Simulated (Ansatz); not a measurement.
# Li2ZnCl4: Electric field gradients

The cell is an entry of the Crystallography Open Database (COD) whose atoms were relaxed with PBE, the cell held.

```cif
data_structure
_symmetry_space_group_name_H-M 'P 1'
_symmetry_Int_Tables_number 1
_cell_length_a 7.3156
_cell_length_b 7.3156
_cell_length_c 7.3156
_cell_angle_alpha 60.000
_cell_angle_beta 60.000
_cell_angle_gamma 60.000
_cell_volume 276.84
loop_
_atom_site_label
_atom_site_type_symbol
_atom_site_fract_x
_atom_site_fract_y
_atom_site_fract_z
_atom_site_occupancy
Li1 Li 0.12500 0.12500 0.12500 1
Li2 Li 0.62500 0.12500 0.12500 1
Li3 Li 0.12500 0.12500 0.62500 1
Li4 Li 0.12500 0.62500 0.12500 1
Zn5 Zn 0.75000 0.75000 0.75000 1
Zn6 Zn 0.50000 0.50000 0.50000 1
Cl7 Cl 0.87853 0.87853 0.87853 1
Cl8 Cl 0.88560 0.37147 0.37147 1
Cl9 Cl 0.87853 0.87853 0.36440 1
Cl10 Cl 0.37147 0.88560 0.37147 1
Cl11 Cl 0.36440 0.87853 0.87853 1
Cl12 Cl 0.37147 0.37147 0.37147 1
Cl13 Cl 0.87853 0.36440 0.87853 1
Cl14 Cl 0.37147 0.37147 0.88560 1
```

Atoms are numbered from 1 in the order listed; like atoms form one site, named after its first atom.

The numbers come from a DFT calculation in Ansatz (PBE, plane waves and PAW, scalar-relativistic, 420 eV cutoff, Γ-centred 5×5×5 k-points, Fermi–Dirac smearing 0.02 eV).

Conventions: |V_zz| ≥ |V_yy| ≥ |V_xx|, η = (V_xx − V_yy)/V_zz, C_Q = eQV_zz/h. ν_Q = 3|C_Q|/[2I(2I − 1)].

7Li: I = 3/2, Q = -40.10 mb; 67Zn: I = 5/2, Q = 122.0 mb; ³⁵Cl: I = 3/2, Q = -81.12 mb. Nuclear quadrupole moments: year-2017 set (Pyykkö).

Task: What field gradients does the calculation give at each kind of site?

Result: 

```tsv
site	atoms (order as listed)	first shell	C_Q (MHz)	η	ν_Q (MHz)
Li	1, 2, 3, 4	6 Cl at 2.55 Å	-0.047	0.00	0.023
Zn	5, 6	4 Cl at 2.30 Å	0	–	0
Cl	7, 8, 9, 10, 11, 12, …	1 Zn at 2.30 Å, 3 Li at 2.55 Å	-24.6	0.00	12.3
```

An axis of threefold or higher order runs through Li and Cl, so V_zz lies along it and η is zero. Zn sits on a cubic site, where every gradient vanishes.

The relaxation (3 steps) took 31 s of wall time (31 s of CPU time) and 0.57 GiB at its peak, on 1 thread of Arm Neoverse V1 (aarch64; 8 cores open to the job, memory cap 2.5 GiB, no GPU), a shared host with a load of 0.3 a core.
